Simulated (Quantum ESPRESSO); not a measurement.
HfZrIn5Sn (simulated cell) (calculated)

Calculation on a made-up metal alloy cell, not a measurement: no spin or spin-orbit, unrelaxed, 2900 K smearing, stress positive in tension, cell energy less fitted offsets; periodic Kohn-Sham density functional theory in plane waves with PseudoDojo standard norm-conserving scalar-relativistic pseudopotentials, each functional with its own files (v0.5 for PBE, v0.4.1 for LDA and PBEsol), eight atoms on drawn sites of a strained close-packed or body-centred lattice, each displaced and held fixed; the energy is the cell's free energy, ions and the entropy term -TS included, at the stated Fermi-Dirac width, less a fixed offset for each atom's element (shifted free energy); compositions with an open d shell lost a parallel starting moment in a cheaper test run, and other magnetic orders were not tried; an error bar is the largest change of its kind in a tighter rerun, never given below 0.002 eV, 0.02 GPa or 0.003 eV/angstrom, and covers cutoff and k-mesh only, not smearing or the files. Program: Quantum ESPRESSO 7.5.

```yaml
- formula: HfZrIn5Sn
  kind: "simulated cell"
  structure:
    cell_angstrom:
      - [3.1653, 0.0, 0.0]
      - [1.5826, -2.7413, -5.075]
      - [1.5826, 8.2237, -5.075]
    atoms_fractional:
      - [Zr, -0.02696, -0.00771, -0.00193]
      - [Hf, 0.01793, 0.48288, 0.49567]
      - [In, 0.24949, 0.46729, 0.03738]
      - [Sn, 0.27946, 0.95794, 0.54011]
      - [In, 0.45601, 0.24257, 0.74922]
      - [In, 0.52387, 0.75153, 0.24853]
      - [In, 0.7314, 0.1978, 0.29879]
      - [In, 0.76213, 0.71884, 0.7858]
  settings:
    lattice_type: "hexagonal close-packed"
    functional: pbe
    "cutoff [eV]": 980
    "fermi_dirac_smearing [eV]": 0.25
    electrons_removed: 0
    run_command: "mpirun -np 4 pw.x -nk 4 -in in"
    run_processor: "Intel Xeon, 2023 or later, virtual cores"
    k_mesh: "8 x 4 x 3 shifted half a step off Gamma on each axis"
    atom_site: [1, 2, 3, 4, 5, 6, 7, 8]
    "atom_energy_offset [eV]": [-1377.61, -1535.13, -1808.02, -2144.16, -1808.02, -1808.02, -1808.02, -1808.02]
  results:
    "stress_zz [GPa]": null
  notes: ["the tin pseudopotential is less sure than most, with forces differing by about three percent from a second method on plain tin", "heavy elements are run without spin-orbit coupling, which real alloys of them have", "a spin test at this wide smearing found no moment, but such smearing suppresses magnetism that the real alloy may have", "lattice, volume and sites are drawn at random and may be unstable or far from any real phase", "energies are for the whole cell, less offsets fitted to these runs, so they are not formation energies", "error bars: energy 0.018 eV, stress 0.26 GPa, force 0.018 eV/Å, from a tighter rerun of a related cell, whose elements or sites may differ", "14 SCF iterations, 203 s of wall time on a shared machine"]
```

Questions
1. What stress zz does the calculation give for HfZrIn5Sn (simulated cell)?
2. Give the table of forces values for HfZrIn5Sn (simulated cell).

Calculated values
1. -6.74 GPa
2. 
Forces:
```csv
site,x (eV/Å),y (eV/Å),z (eV/Å)
1,0.269,0.227,-0.522
2,-0.153,0.286,-0.854
3,-0.02,0.302,0.533
4,-0.233,0.212,0.86
5,0.246,-0.281,-0.695
6,-0.209,-0.055,0.313
7,0.245,-0.999,0.037
8,-0.145,0.307,0.328
```

Further results for HfZrIn5Sn (simulated cell):

* entropy term negative ts: -0.833 eV
* pressure: 6.77 GPa
* stress xx: -7.91 GPa
* stress yy: -5.65 GPa
* stress yz: 0.8 GPa
* stress xz: 0.18 GPa
* stress xy: 0.18 GPa
* shifted free energy: -2.137 eV
